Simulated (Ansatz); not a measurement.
# Two states of CuSnF$_{6}$

```
F Cu Sn
1.0
     2.53483    1.46348    4.55249
    -2.53483    1.46348    4.55249
     0.00000   -2.92698    4.55249
F Cu Sn
6 1 1
Direct
  0.42100 0.80900 0.01900
  0.01900 0.42100 0.80900
  0.80900 0.01900 0.42100
  0.57900 0.19100 0.98100
  0.98100 0.57900 0.19100
  0.19100 0.98100 0.57900
  0.50000 0.50000 0.50000
  0.00000 0.00000 0.00000
```

The numbers come from plane-wave PAW DFT (Ansatz): r2SCAN, with U_eff = 1.35 eV on Cu d (all-electron-ortho-atomic projectors), 500 eV, 4×4×4 Γ-centred k points, fermi-dirac occupations (width 0.1 eV). Nothing was relaxed.

State A: Cu7 up (collinear spin). State B: no moments (no spin polarisation).

Q: Compare the two self-consistent states.

A: State A is lower by 80.3 meV an atom at zero smearing; in free energy at this smearing B lies +66.6 meV an atom from A.

```
state  free energy (meV/atom)  largest moment in a small sphere (μB)  net moment (μB/cell)  gap on mesh (eV)  pressure (GPa)  largest force (eV/Å)
    A                     0.0                                   0.82                  1.00              1.04            -1.1                  2.22
    B                    66.6                                   0.00                  0.00             metal            -0.3                  1.66
```

Origin: a database entry at a rescaled volume. Caveats: the state breaks the symmetry of the cell; no spin-orbit coupling, which can shift this gap by tenths of an eV; forces this large suggest misplaced atoms in the database entry; atoms or cell far from equilibrium; odd electron count without spin polarisation, so a magnetic state may lie lower; the k mesh is coarse if the cell is a metal.
